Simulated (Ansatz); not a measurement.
A: Te (trigonal-Te type, space group P3_121), a = 4.521 Å, b = 4.521 Å, c = 5.954 Å, α = 90.00°, β = 90.00°, γ = 120.00°
B: Al$_{2}$Cu (Al2Cu type, space group I4/mcm), a = 6.059 Å, b = 6.059 Å, c = 4.874 Å, α = 90.00°, β = 90.00°, γ = 90.00°
C: TiO$_{2}$ (rutile), a = b = 4.643 Å, c = 2.964 Å, α = β = γ = 90.00°

Scan: energy over volume and axial ratio (atoms clamped). One method and one kind of scan serve all of them; meshes and ranges differ. Al2Cu is run without spin polarisation. All were relaxed with their symmetry unable to fall. Spin-orbit coupling is left out. TiO2 is run without spin polarisation.

Question: Rank these by modulus against c/a change at fixed volume, (3/4V)·∂²E/∂(ln c/a)² (fitted) (highest first), as PBE (plane waves to 420 eV, PAW, scalar-relativistic; Ansatz, an electronic-structure program) gives it.

Answer: C (130 GPa), B (60 GPa), A (14 GPa)

(A scan under strain: stresses follow from slopes of the energy per volume, elastic moduli from its curvatures.)
